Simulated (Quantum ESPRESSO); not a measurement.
**Kohn-Sham bands of TaC (rock salt)**

```yaml
crystal:
  lattice:
    - [0.00000, 2.23390, 2.23390]
    - [2.23390, 0.00000, 2.23390]
    - [2.23390, 2.23390, 0.00000]
  atoms:
    - { symbol: Ta, position: [0.00000, 0.00000, 0.00000] }
    - { symbol: C, position: [0.50000, 0.50000, 0.50000] }
```

Structure: Materials Project mp-1086, symmetrised, not relaxed again. COD (Crystallography Open Database) has an entry of this formula and space group (matched by these alone). Method: PBEsol plane waves in Quantum ESPRESSO 7.5 (PseudoDojo norm-conserving files, 66 Ry, no spin polarisation, no spin-orbit coupling), Bloch states on a 12×12×12 mesh through Γ, Wannier90 4.0.1. Density: 12×12×12 mesh, cold smearing 0.01 Ry. Spin-orbit coupling is left out although heavy elements are present.

Energies are relative to the Fermi level; weights are on the orthonormalised atomic waves of the pseudopotential files, averaged over the group. 17 electrons a cell are treated as valence.

Q: Into which isolated groups do the bands fall, where do they lie and what are they made of?

A: 
```
bands  from (eV)  to (eV)  filling             weight on atomic waves
-----  ---------  -------  -------  ---------------------------------
1         -68.75   -68.69   filled                         Ta 5s 95 %
2–4       -35.69   -35.00   filled                         Ta 5p 97 %
5         -14.70   -10.27   filled  C 2s 55 %, Ta 5d 25 %, Ta 6s 14 %
```

No gap over 0.05 eV opens at the Fermi level at this level of theory.
